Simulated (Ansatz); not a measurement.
The following input was run with Ansatz 0.2.0.

```yaml
crystal:
  lattice:
    - [-2.7135611664, 2.7135611664, 5.4303553569]
    - [2.7135611664, -2.7135611664, 5.4303553569]
    - [2.7135611664, 2.7135611664, -5.4303553569]
  atoms:
    - { symbol: Zn, position: [0.25, 0.75, 0.5] }
    - { symbol: Cu, position: [0.0, 0.0, 0.0] }
    - { symbol: Cu, position: [0.75, 0.25, 0.5] }
    - { symbol: Sn, position: [0.5, 0.5, 0.0] }
    - { symbol: S, position: [0.3703906683, 0.8985119886, 1.0090793936] }
    - { symbol: S, position: [0.1014880114, 0.110567405, 0.4718786797] }
    - { symbol: S, position: [0.889432595, 0.3613112746, -0.0090793936] }
    - { symbol: S, position: [0.6386887254, 0.6296093317, 0.5281213203] }
basis:
  ecutwfc: 420
kpoints:
  mp_grid: { grid: [10, 10, 10] }
hamiltonian:
  xc: pbesol
scf:
  occupations: { method: gaussian, width: 0.01 }
output:
  forces: true
  stress: true
  eigenvalues: true
relax:
  adjacent_minimum: "off"
  f_tol: 0.01
  max_steps: 30
  cell: { stress_tol: 0.1, fix: [volume] }
```

Command:
```bash
ansatz run input.yaml --threads 2 --pin off --max-ram 5120MiB --backend cpu --events-out ev --progress --plain --runs-dir out
```

These are results of DFT PBEsol, scalar-relativistic, plane waves, PAW in Ansatz, not measurements.

Part of what the program printed, abridged:

```
Pseudopotentials: kind: paw
Pseudopotential: Zn, paw, valence charge 12, recommended cutoff 420 eV (normal)
Pseudopotential: Cu, paw, valence charge 19, recommended cutoff 420 eV (normal)
Pseudopotential: Sn, paw, valence charge 14, recommended cutoff 420 eV (normal)
Pseudopotential: S, paw, valence charge 6, recommended cutoff 420 eV (normal)
Functional definition: PBEsol
Crystal: 8 atoms, lattice volume = 159.944 Å³
Basis set: ecut = 420 eV, 3083 PW (Γ), exchange–correlation on 90×90×90 points (8 copies of the dense FFT grid, shifted against one another)
Bands: 53, of which v1, the nominal top of the filled ones, is band 44 counted from 1 (43 counted from 0)
Symmetry: 4 space group operations
Space group: I-4 (ITA 82), of the structure as read, at distance tolerance 5.4e-5 Å
k-points: 144 of 1000 (time reversal used)
Initial density: superposition of atomic densities (neutral atoms: chi_scale 0, normalization atom), corrected by the library's trained network
Initial wavefunctions: pseudopotential atomic-orbital guess
Functional: x = pbesol(κ = 0.804, μ = 0.12345679), c = pbesol(β = 0.046)
SCF iter   1: F=—  HF=-25951.650830 eV  |F-HF|=—  |Δ(HF+E_count)|=         —  Δρ=9.05e-3  dr2=1.02e-1  ethr=1.77e-3  ⟨swp⟩=7.1  Hψ=31879  notcnv=0  defer=2
SCF iter   2: F=—  HF=-25951.646042 eV  |F-HF|=—  |Δ(HF+E_count)|=   4.79e-3  Δρ=8.55e-3  dr2=8.46e-2  ethr=1.15e-4  ⟨swp⟩=2.3  Hψ=15995  notcnv=0  defer=511
SCF iter   3: F=—  HF=-25951.629161 eV  |F-HF|=—  |Δ(HF+E_count)|=   1.69e-2  Δρ=3.17e-3  dr2=1.23e-2  ethr=9.61e-5  ⟨swp⟩=2.0  Hψ=10308  notcnv=0  defer=511
SCF iter   4: F=—  HF=-25951.626939 eV  |F-HF|=—  |Δ(HF+E_count)|=   2.22e-3  Δρ=7.94e-4  dr2=9.38e-4  ethr=1.40e-5  ⟨swp⟩=2.0  Hψ=11009  notcnv=0  defer=511
SCF iter   5: F=—  HF=-25951.626793 eV  |F-HF|=—  |Δ(HF+E_count)|=   1.46e-4  Δρ=2.84e-4  dr2=1.51e-4  ethr=1.07e-6  ⟨swp⟩=2.0  Hψ=11012  notcnv=0  defer=511
SCF iter   6: F=—  HF=-25951.626843 eV  |F-HF|=—  |Δ(HF+E_count)|=   4.94e-5  Δρ=2.69e-4  dr2=8.38e-5  ethr=1.71e-7  ⟨swp⟩=2.0  Hψ=10950  notcnv=0  defer=511
SCF iter   7: F=—  HF=-25951.626882 eV  |F-HF|=—  |Δ(HF+E_count)|=   3.91e-5  Δρ=1.65e-4  dr2=2.89e-5  ethr=9.52e-8  ⟨swp⟩=2.0  Hψ=9511  notcnv=0  defer=511
SCF iter   8: F=—  HF=-25951.626882 eV  |F-HF|=—  |Δ(HF+E_count)|=   2.52e-7  Δρ=6.16e-5  dr2=4.24e-6  ethr=3.28e-8  ⟨swp⟩=2.0  Hψ=8494  notcnv=0  defer=511
SCF iter   9: F=—  HF=-25951.626883 eV  |F-HF|=—  |Δ(HF+E_count)|=   1.09e-6  Δρ=2.00e-5  dr2=5.80e-7  ethr=4.82e-9  ⟨swp⟩=2.0  Hψ=9734  notcnv=0  defer=511
SCF iter  10: F=-25951.626883 eV  HF=-25951.626883 eV  |F-HF|=1.86e-9  |Δ(HF+E_count)|=   2.03e-7  Δρ=3.13e-6  dr2=1.79e-8  ethr=1.14e-10  ⟨swp⟩=8.8  Hψ=35559  notcnv=0
SCF 1 converged in 10 iterations: F = -25951.626883 eV  dr2 = 1.79e-8
relax step   1: F+E_penalty+E_count = -25951.62688288 eV  Δ(F+E_penalty+E_count) = +0.000e0 eV  max|allowed force component| = 3.239e-2 eV/Å  Δτ_max = 0.0000 Å  P = -2.249 GPa  Ω = 159.944 Å³  fix = [volume]  reactions: volume -2.249 GPa (10 SCF iters, dr2 threshold 1.00e-7 eV, accepted)
Initial density: handed on by an earlier stage of this run
Initial wavefunctions: those handed on with the density
SCF iter   1: F=—  HF=-25951.627353 eV  |F-HF|=—  |Δ(HF+E_count)|=         —  Δρ=3.59e-4  dr2=1.26e-4  ethr=1.34e-7  ⟨swp⟩=3.2  Hψ=27056  notcnv=0  defer=1
SCF iter   2: F=—  HF=-25951.627361 eV  |F-HF|=—  |Δ(HF+E_count)|=   7.49e-6  Δρ=3.06e-4  dr2=9.26e-5  ethr=1.34e-7  ⟨swp⟩=2.0  Hψ=13916  notcnv=0
SCF iter   3: F=—  HF=-25951.627347 eV  |F-HF|=—  |Δ(HF+E_count)|=   1.44e-5  Δρ=1.32e-4  dr2=1.61e-5  ethr=1.05e-7  ⟨swp⟩=2.0  Hψ=9952  notcnv=0
SCF iter   4: F=—  HF=-25951.627381 eV  |F-HF|=—  |Δ(HF+E_count)|=   3.48e-5  Δρ=2.66e-5  dr2=5.86e-7  ethr=1.83e-8  ⟨swp⟩=2.0  Hψ=8809  notcnv=0
SCF iter   5: F=—  HF=-25951.627382 eV  |F-HF|=—  |Δ(HF+E_count)|=   1.66e-7  Δρ=1.60e-5  dr2=2.70e-7  ethr=6.66e-10  ⟨swp⟩=2.0  Hψ=11510  notcnv=0
SCF iter   6: F=-25951.627381 eV  HF=-25951.627381 eV  |F-HF|=3.23e-8  |Δ(HF+E_count)|=   9.12e-8  Δρ=5.21e-6  dr2=3.41e-8  ethr=7.45e-11  ⟨swp⟩=3.2  Hψ=30134  notcnv=0
SCF 2 converged in 6 iterations: F = -25951.627381 eV  dr2 = 3.41e-8
relax step   2: F+E_penalty+E_count = -25951.62738138 eV  Δ(F+E_penalty+E_count) = -4.985e-4 eV  max|allowed force component| = 1.123e-2 eV/Å  Δτ_max = 0.0039 Å  P = -2.222 GPa  Ω = 159.944 Å³  energy of the carried Pulay correction = +1.747e-17 eV  fix = [volume]  reactions: volume -2.222 GPa (6 SCF iters, dr2 threshold 6.56e-8 eV, accepted)
SCF iter   1: F=—  HF=-25951.627376 eV  |F-HF|=—  |Δ(HF+E_count)|=         —  Δρ=1.41e-4  dr2=1.95e-5  ethr=2.04e-8  ⟨swp⟩=2.8  Hψ=26651  notcnv=0
SCF iter   2: F=—  HF=-25951.627383 eV  |F-HF|=—  |Δ(HF+E_count)|=   6.99e-6  Δρ=1.24e-4  dr2=1.54e-5  ethr=2.04e-8  ⟨swp⟩=2.0  Hψ=13968  notcnv=0
SCF iter   3: F=—  HF=-25951.627377 eV  |F-HF|=—  |Δ(HF+E_count)|=   6.22e-6  Δρ=5.26e-5  dr2=2.66e-6  ethr=1.75e-8  ⟨swp⟩=2.0  Hψ=13874  notcnv=0
SCF iter   4: F=—  HF=-25951.627419 eV  |F-HF|=—  |Δ(HF+E_count)|=   4.25e-5  Δρ=1.13e-5  dr2=1.31e-7  ethr=3.03e-9  ⟨swp⟩=2.0  Hψ=9101  notcnv=0
SCF iter   5: F=—  HF=-25951.627419 eV  |F-HF|=—  |Δ(HF+E_count)|=   3.19e-8  Δρ=1.44e-5  dr2=2.22e-7  ethr=1.49e-10  ⟨swp⟩=2.0  Hψ=13824  notcnv=0
SCF iter   6: F=-25951.627419 eV  HF=-25951.627419 eV  |F-HF|=5.01e-9  |Δ(HF+E_count)|=   3.40e-8  Δρ=2.15e-6  dr2=6.11e-9  ethr=8.96e-12  ⟨swp⟩=3.5  Hψ=30411  notcnv=0
SCF 3 converged in 6 iterations: F = -25951.627419 eV  dr2 = 6.11e-9
relax step   3: F+E_penalty+E_count = -25951.62741928 eV  Δ(F+E_penalty+E_count) = -3.790e-5 eV  max|allowed force component| = 2.004e-3 eV/Å  Δτ_max = 0.0013 Å  P = -2.213 GPa  Ω = 159.944 Å³  energy of the carried Pulay correction = +3.494e-17 eV  fix = [volume]  reactions: volume -2.213 GPa (6 SCF iters, dr2 threshold 7.88e-9 eV, accepted)
Initial wavefunctions: pseudopotential atomic-orbital guess (no wavefunctions were taken with the density)
SCF iter   1: F=—  HF=-25951.627367 eV  |F-HF|=—  |Δ(HF+E_count)|=         —  Δρ=2.33e-5  dr2=2.53e-8  ethr=1.01e-7  ⟨swp⟩=3.9  Hψ=55913  notcnv=0
SCF iter   2: F=—  HF=-25951.627416 eV  |F-HF|=—  |Δ(HF+E_count)|=   4.87e-5  Δρ=1.21e-5  dr2=1.36e-8  ethr=2.87e-11  ⟨swp⟩=3.1  Hψ=16255  notcnv=0
SCF iter   3: F=—  HF=-25951.627417 eV  |F-HF|=—  |Δ(HF+E_count)|=   1.23e-6  Δρ=7.12e-6  dr2=1.19e-8  ethr=1.55e-11  ⟨swp⟩=2.0  Hψ=13824  notcnv=0
SCF iter   4: F=—  HF=-25951.627418 eV  |F-HF|=—  |Δ(HF+E_count)|=   5.14e-7  Δρ=1.02e-6  dr2=5.74e-10  ethr=1.36e-11  ⟨swp⟩=2.0  Hψ=13080  notcnv=0
SCF iter   5: F=-25951.627418 eV  HF=-25951.627418 eV  |F-HF|=3.75e-10  |Δ(HF+E_count)|=   6.96e-9  Δρ=2.75e-7  dr2=1.18e-10  ethr=1.00e-12  ⟨swp⟩=4.0  Hψ=24628  notcnv=0
SCF 4 converged in 5 iterations: F = -25951.627418 eV  dr2 = 1.18e-10
SCF converged after 5 iterations
Free energy (F): -25951.627418 eV
Harris-Foulkes:  -25951.627418 eV  (|F-HF|=3.75e-10)
Internal energy: -25951.627417 eV  (E = F + TS)
E sigma→0 (E₀):  -25951.627417 eV
Entropy (-TS):   -0.000001 eV ( 0.000 meV/atom)
Fermi energy:    8.009776 eV
--- Per-component energies (eV) ---
  E_band       = -1109.655144
  E_kinetic    = 1344.634051
  E_local      = -14978.024087  (includes V_loc(G=0)·N_el)
  E_nonlocal   = 1497.243203
  E_hartree    = 6723.642693
  E_xc         = -1073.738063
  E_vxc        = -725.186474  (∫ρ·V_xc dr)
  E_paw        = -11460.121766  (= ΣΔE_a)
  E_vpaw       = -1695.606833  (= ΣTr[D̂ρ^β])
  E_aug_tail   = 0.000149  (compensation charges beyond the density's cutoff)
  E_ewald      = -8007.005994
  E_core_change = 1.742396  (= ΣΔE_core)
  E_smearing   = -0.000001  (= −TS)
--- Forces (eV/Å), atoms counted from 1 ---
  atom   1  Zn     0.00000000     0.00000000     0.00000000
  atom   2  Cu     0.00000000     0.00000000     0.00000000
  atom   3  Cu     0.00000000     0.00000000     0.00000000
  atom   4  Sn     0.00000000     0.00000000     0.00000000
  atom   5  S     -0.00187787    -0.00026310     0.00199360
  atom   6  S     -0.00026310     0.00187787    -0.00199360
  atom   7  S      0.00187787     0.00026310     0.00199360
  atom   8  S      0.00026310    -0.00187787    -0.00199360
--- Stress (GPa, compression-positive) ---
       -2.212473       0.000000       0.000000
        0.000000      -2.212473       0.000000
        0.000000       0.000000      -2.212722
  P = ⅓ Tr σ = -2.2126 GPa (-22.126 kbar)
--- Band table (eV; the first three rows and the last of 144) ---
  k-point 0: bands = ["-103.5117", "-103.4947", "-61.1176", "-61.0534", "-61.0534", "-61.0291", "-61.0291", "-61.0180", "-14.1984", "-14.1941", "-14.1941", "-14.1230", "-14.1180", "-6.5175", "-5.0153", "-4.9956", "-4.9956", "-0.0646", "0.8398", "0.9054", "0.9160", "0.9160", "1.0170", "2.2235", "2.7910", "3.0034", "3.4786", "3.5501", "3.5501", "4.1259", "4.1259", "4.5934", "4.5934", "4.6219", "5.6984", "5.7901", "5.9913", "6.2523", "6.2673", "6.2673", "6.4474", "7.9414", "7.9414", "7.9951", "8.0245", "9.8091", "10.6099", "11.5567", "11.5567", "12.7117", "13.0107", "13.1849", "13.1849"]
  k-point 1: bands = ["-103.5118", "-103.4947", "-61.1176", "-61.0534", "-61.0534", "-61.0291", "-61.0291", "-61.0180", "-14.1985", "-14.1942", "-14.1941", "-14.1229", "-14.1179", "-6.4623", "-5.0496", "-5.0267", "-5.0105", "-0.0299", "0.8453", "0.8964", "0.9043", "0.9263", "1.0206", "2.1975", "2.6883", "2.9913", "3.3682", "3.5335", "3.8287", "4.0518", "4.1433", "4.4931", "4.6169", "4.7004", "5.7562", "5.8340", "6.0158", "6.1279", "6.2245", "6.3879", "6.5220", "7.3576", "7.8650", "7.9190", "8.5809", "10.0622", "10.8074", "11.4870", "11.5690", "12.7219", "12.9221", "13.1135", "13.3846"]
  k-point 2: bands = ["-103.5118", "-103.4947", "-61.1176", "-61.0534", "-61.0534", "-61.0291", "-61.0291", "-61.0180", "-14.1988", "-14.1943", "-14.1942", "-14.1226", "-14.1178", "-6.3048", "-5.1767", "-5.1052", "-5.0156", "0.0162", "0.8516", "0.8811", "0.9002", "0.9456", "1.0194", "2.0468", "2.4932", "3.1132", "3.1926", "3.5497", "4.0311", "4.0758", "4.1847", "4.3715", "4.6985", "4.8242", "5.8392", "5.9623", "6.0258", "6.1162", "6.2032", "6.5138", "6.6711", "6.9193", "7.5421", "7.8484", "8.9689", "10.5355", "11.0740", "11.4508", "11.6696", "12.5755", "12.8963", "13.2587", "13.4372"]
  k-point 143: bands = ["-103.5118", "-103.4947", "-61.1176", "-61.0534", "-61.0534", "-61.0291", "-61.0291", "-61.0181", "-14.1985", "-14.1938", "-14.1938", "-14.1230", "-14.1180", "-6.0016", "-5.7184", "-5.0105", "-5.0105", "-0.1797", "0.8024", "0.8794", "0.8794", "0.9623", "1.2364", "1.9578", "3.3173", "3.3188", "3.7460", "3.8384", "3.8384", "4.1495", "4.1495", "4.5820", "4.6763", "4.6763", "5.5966", "5.9065", "5.9407", "6.0419", "6.6683", "6.7885", "6.7983", "6.7983", "7.0840", "7.0840", "9.1210", "9.8527", "9.8527", "10.1601", "11.1181", "11.3517", "12.1420", "12.1503", "14.3943"]
--- Relaxed structure (3 steps of the walk, 3 accepted, 1 SCFs on fresh bases) ---
  F+E_penalty+E_count = -25951.62741789 eV   max|allowed force component| = 1.994e-3 eV/Å   (the final SCF, on the basis selected at the relaxed cell)
  cell:  # Å, volume = 159.9438 Å³
    - [-2.71361774, 2.71361774, 5.43012891]
    - [2.71361774, -2.71361774, 5.43012891]
    - [2.71361774, 2.71361774, -5.43012891]
  atoms:
    - { symbol: Zn, position: [0.25, 0.75, 0.5] }
    - { symbol: Cu, position: [0.0, 0.0, 0.0] }
    - { symbol: Cu, position: [0.75, 0.25, 0.5] }
    - { symbol: Sn, position: [0.5, 0.5, 0.0] }
    - { symbol: S, position: [0.37071150, 0.89766358, 1.00903178] }
    - { symbol: S, position: [0.10233641, 0.11136820, 0.47304792] }
    - { symbol: S, position: [0.88863179, 0.36167972, -0.00903178] }
    - { symbol: S, position: [0.63832027, 0.62928849, 0.52695207] }
```

The relaxation met its thresholds.

Time: 2.9 min on 2 threads of Intel(R) Xeon(R) Platinum 8488C (Sapphire Rapids) (shared host), peak memory 1.2 GiB.